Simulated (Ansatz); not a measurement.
Data:

Sn3Pd:
```yaml
crystal:
  lattice:
    - [4.47044, 0.00000, 0.00000]
    - [0.00000, 4.47044, 0.00000]
    - [0.00000, 0.00000, 4.47044]
  atoms:
    - { symbol: Pd, position: [0.00000, 0.00000, 0.00000] }
    - { symbol: Sn, position: [0.00000, 0.50000, 0.50000] }
    - { symbol: Sn, position: [0.50000, 0.00000, 0.50000] }
    - { symbol: Sn, position: [0.50000, 0.50000, 0.00000] }
```

This is the PBEsol-relaxed structure.

All from PBEsol (plane waves, PAW; program Ansatz), unless another level is named. Give the formation energy from the elements (no fitted shifts).

-0.045 eV/atom.

Next, the density of states at the Fermi level?

0.54 states/eV per atom (mean over ±0.08 eV).

Predict the gap with spin–orbit coupling.

none (metallic).

Space group Pm-3m (Cu3Au type). The workflow started from an entry of the Crystallography Open Database (COD), which files this formula under 2 space groups. Whether it is the stable phase at ambient conditions was not checked. Symmetry was held in the PBEsol relaxation. At this level the phase is dynamically unstable (imaginary phonons). No spin polarisation was allowed. The volume moved by 42 % from the start of the relaxation. The references are the lowest solids computed at this level, not always the standard phases. Spin–orbit coupling is left out wherever it is not named.

Potentials: the later of the program's two PAW sets.
